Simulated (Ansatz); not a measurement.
Polymorphs of MoW, each relaxed with PBE in the plane-wave PAW code Ansatz:

A: CsCl type (Pm-3m)
a = b = c = 3.1723 Å, α = β = γ = 90.00°

| atom | site | symmetry | x | y | z |
|---|---|---|---|---|---|
| Mo | 1a | m-3m | 0.0000 | 0.0000 | 0.0000 |
| W | 1b | m-3m | 0.5000 | 0.5000 | 0.5000 |

B: rock salt (Fm-3m)
a = b = c = 5.2402 Å, α = β = γ = 90.00°

```
atom  site  symmetry       x       y       z
----  ----  --------  ------  ------  ------
Mo      4a      m-3m  0.0000  0.0000  0.0000
W       4b      m-3m  0.5000  0.5000  0.5000
```

C: Cmcm
a = 2.6001 Å, b = 10.7057 Å, c = 4.6802 Å, α = 90.00°, β = 90.00°, γ = 90.00°

| atom | site | symmetry | x | y | z |
|---|---|---|---|---|---|
| W | 4c | m2m | 0.0000 | 0.3211 | 0.2500 |
| Mo | 4c | m2m | 0.0000 | 0.0686 | 0.2500 |

Put the candidates in order of energy per atom at 0 K, lowest first, for PBE.

A (+0 meV/atom), C (+424 meV/atom), B (+1321 meV/atom)

Typed or built starts, not in the databases checked: A; B; C. All cells were relaxed under the symmetry of their starts (and spin orders); stability against distortions was not tested throughout. Named crystals with no word on spin ran without spin polarisation. Scalar-relativistic: spin–orbit coupling is off unless named, which matters more the heavier the elements.

Energies hold the estimated change up to a 700 eV cutoff; steps of a few meV lie near the error of the meshes.

Potentials: the earlier of the program's two PAW sets.
